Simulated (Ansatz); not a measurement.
Starting cell, Sn (diamond):

```yaml
crystal:
  lattice:
    - [0.00000, 3.32768, 3.32768]
    - [3.32768, 0.00000, 3.32768]
    - [3.32768, 3.32768, 0.00000]
  atoms:
    - { symbol: Sn, position: [0.25000, 0.25000, 0.25000] }
    - { symbol: Sn, position: [0.00000, 0.00000, 0.00000] }
```

A phonon eigenvector at Γ is frozen into this cell: atom i moves by Q times the vector below, so Q is the largest atomic displacement, in Å. The cell is held. It is one choice among 3 degenerate patterns.

```tsv
atom	x	y	z
Sn1	0.000	0.000	-1.000
Sn2	0.000	0.000	1.000
```

Level of theory: PBE (plane waves to 420 eV, PAW, scalar-relativistic; Ansatz, a program for electronic structure). k mesh 12×12×12 (Γ-centred), Fermi-Dirac smearing 0.05 eV. With partly filled bands, energies and forces of such displacements shift with the k mesh and the smearing. Sn was relaxed with its symmetry unable to fall. The relaxed volume of Sn is well above the measured one; the method has no dispersion term.

At one point of the scan the forces (eV/Å) are:

| atom | Fx | Fy | Fz |
|---|---|---|---|
| Sn1 | 0.000 | 0.000 | 1.321 |
| Sn2 | 0.000 | 0.000 | -1.321 |

Task: Which point is it?
A) Q = 0.083 Å
B) Q = 0.067 Å
C) Q = 0.033 Å
D) Q = 0.100 Å

Result: D, Q = 0.100 Å

(A displaced cell: forces are minus the slopes of the energy, force constants its curvatures, and phonons follow from these.)
